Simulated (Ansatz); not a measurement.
SrTiO₃:
```yaml
crystal:
  lattice:
    - [3.90754, 0.00000, 0.00000]
    - [0.00000, 3.90754, 0.00000]
    - [0.00000, 0.00000, 3.90754]
  atoms:
    - { symbol: Sr, position: [0.00000, 0.00000, 0.00000] }
    - { symbol: Ti, position: [0.50000, 0.50000, 0.50000] }
    - { symbol: O, position: [0.50000, 0.00000, 0.50000] }
    - { symbol: O, position: [0.00000, 0.50000, 0.50000] }
    - { symbol: O, position: [0.50000, 0.50000, 0.00000] }
```

Relaxed with r²SCAN. Special points in fractions of this cell's reciprocal vectors: Γ (0.000, 0.000, 0.000); X (0.000, 0.500, 0.000); M (0.500, 0.500, 0.000); R (0.500, 0.500, 0.500).

Task: List the band energies nearest the valence-band maximum at these points for plane-wave PAW r²SCAN with spin–orbit coupling (Ansatz code).

Result: In eV from the valence-band maximum; about four levels below and three above (degenerate sets whole), none deeper than 8.9 eV; points with the same levels are listed once.

```
k                    below                above
-  -----------------------  -------------------
Γ  -0.34 -0.34 -0.34 -0.34  2.25 2.25 2.25 2.25
X  -0.77 -0.77 -0.73 -0.73  2.41 2.41 4.13 4.13
M  -1.58 -1.58 -0.09 -0.09  4.14 4.14 4.16 4.16
R      0.00 0.00 0.00 0.00  4.83 4.83 4.83 4.83
```

Space group Pm-3m (cubic perovskite). The r²SCAN relaxation kept the symmetry of its start. At this level the phase is dynamically unstable (imaginary phonons). The run is not spin-polarised.

Potentials: the earlier of the program's two PAW sets.
